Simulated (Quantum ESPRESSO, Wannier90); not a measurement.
**MgTe (rock salt): Wannier90 run**

```
begin unit_cell_cart
ang
    0.0000000000    2.9723950000    2.9723950000
    2.9723950000    0.0000000000    2.9723950000
    2.9723950000    2.9723950000    0.0000000000
end unit_cell_cart
begin atoms_frac
Mg   0.0000000000  0.0000000000  0.0000000000
Te   0.5000000000  0.5000000000  0.5000000000
end atoms_frac
```

Materials Project entry mp-1008786; symmetrised, unrelaxed at this level. Not found in the COD (Crystallography Open Database) copy used, which has the formula in other groups; not checked further. Computed values, not measurements, from PBEsol: Quantum ESPRESSO (norm-conserving PseudoDojo potentials, cutoff 68 Ry, no spin polarisation, no spin-orbit coupling) on a Γ-centred 10×10×10 mesh, then Wannier90. Density: 10×10×10 mesh, Gaussian smearing 0.01 Ry. Spin-orbit coupling is left out although heavy elements are present.

A tight-binding model is made by disentanglement and projection with no localisation steps (num_iter = 0), so the 8 orbitals stay atom-like: hydrogen-like Mg: s;p; Te: s;p, axes along x, y, z; frozen window up to 1.93 eV relative to the valence-band maximum. It follows pw.x to 3.8 meV rms for states up to 1.4 eV relative to the valence-band maximum. Matrix elements depend on this choice of orbitals and windows.

**Question.** What are the on-site energies relative to the valence-band maximum, and how fast do the hoppings decay?

**Answer.** 
```tsv
atom	orbitals	energy (eV)
Mg1	s	1.30
Mg1	pz px py	4.92
Te2	s	-8.91
Te2	pz px py	0.41
```

```csv
distance of the centres (Å),largest modulus (eV)
2–3,2.5
4–5,0.28
5–6,0.50
6–7,0.044
7–8,0.0073
8–9,0.12
9–10,0.021
10–11,0.0061
11–12,0.030
12–13,0.0054
```
